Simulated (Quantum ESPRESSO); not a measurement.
Band energies of BeSe at -3 % isotropic strain

```xyz
2
Lattice="0.0000 2.4882 2.4882 2.4882 0.0000 2.4882 2.4882 2.4882 0.0000" Properties=species:S:1:pos:R:3 pbc="T T T"
Be     0.0000     0.0000     0.0000
Se     3.7323     3.7323     3.7323
```

norm-conserving PBE (stringent potentials; Quantum ESPRESSO, 106 Ry, no spin-orbit coupling); path ΓXWKΓLUWLK,UX; energies in eV from the valence-band maximum.

| k (1/Å) | point | band 10 | band 11 | band 12 | band 13 | band 14 | band 15 | band 16 | band 17 |
|---|---|---|---|---|---|---|---|---|---|
| 0.00 | Γ | -46.89 | -14.49 | 0.00 | 0.00 | 0.00 | 5.00 | 5.00 | 5.00 |
| 0.32 |  | -46.89 | -14.25 | -1.16 | -0.72 | -0.72 | 4.48 | 6.11 | 6.11 |
| 0.63 |  | -46.89 | -13.60 | -3.15 | -1.90 | -1.90 | 3.69 | 5.94 | 8.39 |
| 0.95 |  | -46.89 | -12.77 | -4.87 | -2.74 | -2.74 | 2.82 | 4.55 | 10.93 |
| 1.26 | X | -46.89 | -12.33 | -5.62 | -3.03 | -3.03 | 2.40 | 4.15 | 12.57 |
| 1.77 |  | -46.89 | -12.28 | -5.00 | -4.13 | -3.73 | 5.38 | 6.67 | 8.47 |
| 1.89 | W | -46.89 | -12.28 | -4.83 | -4.36 | -3.79 | 6.25 | 7.39 | 7.49 |
| 2.12 |  | -46.89 | -12.31 | -5.03 | -4.49 | -3.13 | 4.67 | 7.11 | 8.86 |
| 2.34 | K | -46.89 | -12.34 | -5.13 | -4.60 | -2.54 | 3.65 | 7.01 | 10.24 |
| 2.44 |  | -46.89 | -12.40 | -5.07 | -4.72 | -2.30 | 3.97 | 8.30 | 9.49 |
| 2.75 |  | -46.89 | -12.89 | -5.03 | -3.70 | -1.43 | 5.04 | 7.50 | 8.10 |
| 3.06 |  | -46.89 | -13.65 | -3.70 | -2.25 | -0.60 | 5.58 | 6.09 | 6.67 |
| 3.47 |  | -46.89 | -14.39 | -0.81 | -0.36 | -0.05 | 4.95 | 5.12 | 5.37 |
| 3.68 | Γ | -46.89 | -14.49 | 0.00 | 0.00 | 0.00 | 5.00 | 5.00 | 5.00 |
| 3.78 |  | -46.89 | -14.46 | -0.24 | -0.04 | -0.04 | 4.94 | 5.06 | 5.06 |
| 4.08 |  | -46.89 | -14.12 | -2.50 | -0.46 | -0.46 | 4.85 | 5.71 | 5.71 |
| 4.38 |  | -46.89 | -13.48 | -4.87 | -0.95 | -0.95 | 4.77 | 6.09 | 6.09 |
| 4.67 |  | -46.89 | -12.93 | -6.27 | -1.21 | -1.21 | 4.71 | 6.00 | 6.00 |
| 4.77 | L | -46.89 | -12.88 | -6.38 | -1.23 | -1.23 | 4.71 | 5.99 | 5.99 |
| 5.10 |  | -46.89 | -12.72 | -6.07 | -2.60 | -1.68 | 4.84 | 6.78 | 7.13 |
| 5.44 |  | -46.89 | -12.40 | -5.24 | -4.47 | -2.38 | 3.88 | 7.82 | 9.60 |
| 5.55 | U | -46.89 | -12.34 | -5.13 | -4.60 | -2.54 | 3.65 | 7.01 | 10.24 |
| 5.77 |  | -46.89 | -12.31 | -5.03 | -4.49 | -3.13 | 4.67 | 7.11 | 8.86 |
| 5.99 | W | -46.89 | -12.28 | -4.83 | -4.36 | -3.79 | 6.25 | 7.39 | 7.49 |
| 6.08 |  | -46.89 | -12.29 | -4.88 | -4.40 | -3.62 | 6.17 | 7.06 | 7.90 |
| 6.35 |  | -46.89 | -12.51 | -5.60 | -3.66 | -2.51 | 5.60 | 6.19 | 9.44 |
| 6.71 |  | -46.89 | -12.83 | -6.29 | -1.71 | -1.39 | 5.06 | 5.86 | 6.41 |
| 6.89 | L | -46.89 | -12.88 | -6.38 | -1.23 | -1.23 | 4.71 | 5.99 | 5.99 |
| 6.97 |  | -46.89 | -12.87 | -6.36 | -1.35 | -1.27 | 4.81 | 5.95 | 6.07 |
| 7.23 |  | -46.89 | -12.71 | -6.05 | -2.68 | -1.70 | 4.81 | 6.88 | 7.21 |
| 7.49 |  | -46.89 | -12.45 | -5.41 | -4.20 | -2.26 | 4.03 | 8.28 | 9.15 |
| 7.66 | K | -46.89 | -12.34 | -5.13 | -4.60 | -2.54 | 3.65 | 7.01 | 10.24 |
| 7.66 | U | -46.89 | -12.34 | -5.13 | -4.60 | -2.54 | 3.65 | 7.01 | 10.24 |
| 8.10 | X | -46.89 | -12.33 | -5.62 | -3.03 | -3.03 | 2.40 | 4.15 | 12.57 |

The PBE gap is indirect, 2.40 eV, from Γ to X; the smallest direct gap is 4.95 eV.

Spin-orbit splittings are left out.

Geometry strained from the cell relaxed with PBEsol, atoms relaxed again.
